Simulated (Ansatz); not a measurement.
## A plane-wave run on Ga2PdCl6

The input, for Ansatz 0.2.0 (plane waves, PAW):

```yaml
crystal:
  lattice:
    - [0.0, 4.612793, 4.612793]
    - [4.612793, 0.0, 4.612793]
    - [4.612793, 4.612793, 0.0]
  atoms:
    - { symbol: Cl, position: [0.762, 0.238, 0.238] }
    - { symbol: Cl, position: [0.238, 0.762, 0.238] }
    - { symbol: Cl, position: [0.238, 0.762, 0.762] }
    - { symbol: Cl, position: [0.762, 0.238, 0.762] }
    - { symbol: Cl, position: [0.238, 0.238, 0.762] }
    - { symbol: Cl, position: [0.762, 0.762, 0.238] }
    - { symbol: Pd, position: [0.0, 0.0, 0.0] }
    - { symbol: Ga, position: [0.25, 0.25, 0.25] }
    - { symbol: Ga, position: [0.75, 0.75, 0.75] }
  symmetry: { tolerance: 0.0003 }
kpoints:
  mp_grid: { grid: [5, 5, 5], shift: [0, 0, 0] }
  band_path:
    path:
      - [0.0, 0.0, 0.0]
      - [0.5, 0.0, 0.5]
      - [0.625, 0.25, 0.625]
      - [0.375, 0.375, 0.75]
      - [0.0, 0.0, 0.0]
      - [0.5, 0.5, 0.5]
      - [0.5, 0.25, 0.75]
      - [0.5, 0.0, 0.5]
    npoints: 8
magnetization:
  spin_polarized: false
scf:
  occupations: { method: gaussian, width: 0.1507 }
  lower_state_search: "off"
  max_iter: 200
hamiltonian:
  pseudopotentials: { kind: paw }
  xc: pbe
basis:
  ecutwfc: 420
  fft_grid_basis: typed
output:
  forces: true
  stress: true
  eigenvalues: true
  bader: true
  populations: true
  elf: true
  write_potential: true
  volumetric_format: npy
  dos:
    e_range: [-12, 8]
    de: 0.05
    projected: { site_lists: { Cl: [Cl], Ga: [Ga], Pd: [Pd] } }
checkpoint:
  read: saved_state
```

The run starts from an earlier solution of this cell. 

Output (shortened):

```
SCF iter   1: F=—  Δρ=8.24e-4  dr2=1.00e-3
SCF iter   2: F=—  Δρ=4.63e-4  dr2=1.50e-4
SCF iter   3: F=—  Δρ=1.84e-4  dr2=6.42e-5
SCF iter   4: F=—  Δρ=4.55e-5  dr2=4.22e-6
SCF iter   5: F=—  Δρ=1.26e-5  dr2=3.10e-7
SCF iter   6: F=—  Δρ=5.88e-6  dr2=4.58e-8
SCF iter   7: F=-21019.6433 eV  Δρ=2.11e-6  dr2=8.34e-9
Free energy (F): -21019.6433 eV
Harris-Foulkes:  -21019.6433 eV  (|F-HF|=8.80e-9)
Internal energy: -21019.6433 eV  (E = F + TS)
E sigma→0 (E₀):  -21019.6433 eV
Fermi energy:    5.4809 eV
--- Forces (eV/Å), atoms counted from 1 ---
  atom   1  Cl     2.1055     0.0000     0.0000
  atom   2  Cl     0.0000     2.1055     0.0000
  atom   3  Cl    -2.1055     0.0000     0.0000
  atom   4  Cl     0.0000    -2.1055     0.0000
  atom   5  Cl     0.0000     0.0000     2.1055
  atom   6  Cl     0.0000     0.0000    -2.1055
  atom   7  Pd     0.0000     0.0000     0.0000
  atom   8  Ga     0.0000     0.0000     0.0000
  atom   9  Ga     0.0000     0.0000     0.0000
--- Stress (GPa, compression-positive) ---
       10.3962       0.0000       0.0000
        0.0000      10.3962       0.0000
        0.0000       0.0000      10.3962
  P = ⅓ Tr σ = 10.3962 GPa (103.962 kbar)
--- Löwdin populations: 9 sites ---
  site symbol       q [e]
     0     Cl      7.2463
     1     Cl      7.2463
     2     Cl      7.2463
     3     Cl      7.2463
     4     Cl      7.2463
     5     Cl      7.2463
     6     Pd     16.5573
     7     Ga     12.7927
     8     Ga     12.7927
  spilling = 0.0044 (of n_electrons = 86.0000)
```

Absolute energies hang on the potentials; compare differences alone.

Origin: a known structure type with other elements, at an estimated volume, so it need not be a known compound. Caveats: atoms or cell far from equilibrium; wide smearing.
